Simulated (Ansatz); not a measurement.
PbS:
```yaml
crystal:
  lattice:
    - [4.21584, 0.00000, 0.00000]
    - [0.00000, 4.21584, 0.00000]
    - [0.00000, 0.00000, 32.00000]
  atoms:
    - { symbol: Pb, position: [0.50000, 0.00000, 0.45503] }
    - { symbol: S, position: [0.00000, 0.50000, 0.46193] }
    - { symbol: Pb, position: [0.00000, 0.50000, 0.54497] }
    - { symbol: S, position: [0.50000, 0.00000, 0.53807] }
```
Free-standing layer in the xy plane with vacuum along z and no interaction between images.

Relaxed with r²SCAN+D4. Special points in fractions of this cell's reciprocal vectors: M (0.500, 0.500, 0.000); Γ (0.000, 0.000, 0.000); X (0.000, 0.500, 0.000).

Question: List the band energies nearest the valence-band maximum at these points for the program Ansatz at the r²SCAN+D4 level (PAW).

Answer: In eV from the valence-band maximum; about four levels below and three above (degenerate sets whole), none deeper than 8.9 eV; … stands for higher levels left out; points with the same levels are listed once.

| k | below | above |
|---|---|---|
| M | -2.82 -2.82 -1.55 -1.55 | 4.51 4.51 … |
| Γ | -2.64 -2.64 -1.47 -1.47 -0.22 | 2.22 4.36 … |
| X | -1.16 -1.16 -0.24 -0.24 | 2.36 2.36 3.35 3.35 |

Space group P4/nmm (square). The layer was cut from a bulk entry of the Materials Project (measured or hypothetical); whether that bulk phase is the ambient one, and whether the layer has been isolated, was not checked. Symmetry was held in the r²SCAN+D4 relaxation; its stability against distortions is not shown here. Scalar-relativistic: spin–orbit coupling is off unless named, which matters more the heavier the elements.

Potentials: the later of the program's two PAW sets.
